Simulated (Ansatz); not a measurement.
Here is an unrelaxed guess for MgSi₃N₂.

```
CELL_PARAMETERS angstrom
5.02688 0.00000 0.00000
-2.51344 4.35341 0.00000
0.00000 0.00000 3.53073
ATOMIC_POSITIONS crystal
Mg 0.00000 0.00000 0.88881
Si 0.50000 0.50000 0.45952
Si 0.50000 0.00000 0.45952
Si 0.00000 0.50000 0.45952
N 0.66667 0.33333 0.96314
N 0.33333 0.66667 0.96314
```

The calculation used DFT PBE, scalar-relativistic, plane waves, PAW (Ansatz). Settings: cutoff 420 eV, Γ-centred mesh 6×6×6 on the computed 6-atom cell, Gaussian smearing of 0.10 eV; no spin polarisation.

The zero of energy is the elements' standard structures at the same level (N₂ as a molecule); no fitted shifts are applied.

Question: How far from equilibrium is it?

Answer: The pressure is -5.9 GPa (the mean over three directions, positive in compression), the largest force is 0.37 eV/Å, and the energy is +0.78 eV/atom against the elements. The shortest distance is 2.28 Å.

Question: Is it a good guess?

Answer: A rough one: relaxing gains about 0.45 eV/atom (the start's value is from the coarse mesh, so the gain is rough) in 29 ionic steps and ends at +0.33 eV/atom on the finer mesh. The symmetry stays P6mm (No. 183). The volume per atom grows by 31.5 %, from 12.9 to 16.9 Å³. The shortest distance goes from 2.28 Å (Si–N) to 1.81 Å (Si–N). The ratio c/a of the conventional cell changes by a factor of 1.20. Conventional cell: a = 5.188 Å, c = 4.358 Å. Around Mg lie 6 Si at 2.89 Å; Si is surrounded by 2 N at 1.81 Å, 4 Si at 2.59 Å and 2 Mg at 2.89 Å; N has 3 Si at 1.81 Å.

The last run used a 12×12×10 mesh (in the run's order of axes) for its 6-atom cell and Gaussian smearing of 0.10 eV. No dispersion correction is applied, so the spacing and binding between layers, chains or molecules are poorly described. The relaxation can't lower the symmetry of the start, and the grade says only how near the guess is to its own end. Symmetry constrained the relaxation, so the result can be a saddle point. Another cell of MgSi3N2 relaxed alike, in Fmmm, lies 149 meV/atom lower, so this cell isn't the stable form at this level.
